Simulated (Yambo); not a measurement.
WSe$_{2}$: sweep of GW parameters

G0W0@PBEsol for WSe2 (space group P6_3/mmc, No. 194) in Yambo. Reference settings: 3×3×1 Γ-centred k mesh, bands 49 to 424 and a 7 Ry block in the screening, 424 bands in G with the Bruneval-Gonze terminator, plasmon pole fitted at 27.2 eV. The PBEsol gap Γ → K on this mesh is 1.20 eV; G0W0 gaps are taken between the same points.

```csv
change from the reference,G0W0 gap Γ → K (eV),shift of the valence edge (eV),rough Yambo cost
reference settings,1.90,-0.04,1
"190 bands in W, 190 bands in G",1.94,0.26,about 1/2
"290 bands in W, 290 bands in G",1.92,0.06,within a factor of two
190 bands in G,1.91,0.05,–
290 bands in G,1.90,-0.02,–
224 bands in W,1.92,0.11,within a factor of two
1 Ry block,1.95,0.74,within a factor of two
3 Ry block,1.86,0.17,within a factor of two
6 Ry block,1.89,-0.01,within a factor of two
pole fitted at 15 eV,1.89,0.05,–
no random integration,1.92,0.05,–
"190 bands in G, no terminator",2.01,0.68,–
"290 bands in G, no terminator",1.97,0.33,–
no terminator,1.94,0.13,–
```

The reference isn't shown to be the converged limit. Costs are rough (shared machines), scaled to the same edge states, and given only for runs that recompute the screening. The mesh misses a band edge: along a dense path the PBEsol gap is 1.10 eV against 1.20 eV on the mesh.

The standard potential for Se keeps a d shell in the valence without the s and p states of that shell. In tests on such compounds this moved G0W0 gaps by up to about 0.9 eV, so absolute quasiparticle energies here are unreliable; differences between settings are what counts.

Spin-orbit coupling is included.

Geometry of the Materials Project entry, not relaxed at this level; primitive cell a = 3.320 Å, b = 3.320 Å, c = 13.737 Å, α = 90.00°, β = 90.00°, γ = 120.00°.

A shift is the quasiparticle energy of the state minus its PBEsol energy.

The distance between layers or molecules is the database entry's, not relaxed here. Functionals without dispersion can leave it too large, which widens gaps and weakens the response across layers: the numbers belong to this cell.
